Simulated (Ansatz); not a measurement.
## Formation energy of CdI2-type RuSb2

Level of theory: DFT, PBEsol, scalar-relativistic, no spin polarisation; plane waves to 420 eV with PAW datasets (Ansatz 0.2.0), 10×10×6 k-mesh, Gaussian smearing of 0.05 eV; PAW files: Ansatz's generated set soft_2.

This is a trial structure; measured cells of the compound in the Crystallography Open Database are in space group Pnnm.

Symmetry: P-3m1, No. 164, trigonal system. Conventional cell: a = 3.527 Å, b = 3.527 Å, c = 5.909 Å, α = 90.00°, β = 90.00°, γ = 120.00°. Ru (site symmetry -3m) is surrounded by 6 Sb at 2.65 Å. Sb (site symmetry 3m) has 3 Ru at 2.65 Å as nearest neighbours. (Shells end 15 % past the nearest neighbour.)

The elements were computed in their standard states with the same datasets, cutoff and functional. Absolute energies hang on the potentials; compare differences alone.

Energy of the relaxed cell (3 atoms, smearing extrapolated to zero): -18632.514 eV. Elements, in eV/atom: Ru -5816.503, Sb -6408.086.

**Question.** What is the formation energy?

**Answer.** [-18632.514 − (1 × -5816.503 + 2 × -6408.086)] / 3 = 0.05 eV/atom, or 5 kJ per mole of atoms.

The value is for 0 K, without zero-point energy. A positive value means that this structure is unstable even against the elements at this level.

These numbers lack spin–orbit coupling.
